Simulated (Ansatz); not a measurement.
A: MgTe (wurtzite), a = 4.5603 Å, b = 4.5603 Å, c = 7.4135 Å, α = 90.00°, β = 90.00°, γ = 120.00°
B: WC (WC type, space group P-6m2), a = b = 2.8985 Å, c = 2.8277 Å, α = β = 90.00°, γ = 120.00°
C: ZrO2 (tetragonal-ZrO2 type, space group P4_2/nmc), a = 3.5845 Å, b = 3.5845 Å, c = 5.1772 Å, α = 90.00°, β = 90.00°, γ = 90.00°

Scan: energy over volume and axial ratio (atoms clamped). One method and one kind of scan serve all of them; meshes and ranges differ. All were relaxed with their symmetry unable to fall. Spin-orbit coupling is left out. This is a high-temperature form of ZrO2. WC is run without spin polarisation. ZrO2 is run without spin polarisation.

Task: Order them by modulus against c/a change at fixed volume, (3/4V)·∂²E/∂(ln c/a)² (fitted) (lowest first) at the level PBEsol (plane waves to 420 eV, PAW, scalar-relativistic; Ansatz, a quantum-chemistry and plane-wave program).

Result: A (32 GPa), C (172 GPa), B (368 GPa)

(Under strain, the slope of the energy per volume gives the stress and its curvature an elastic modulus.)
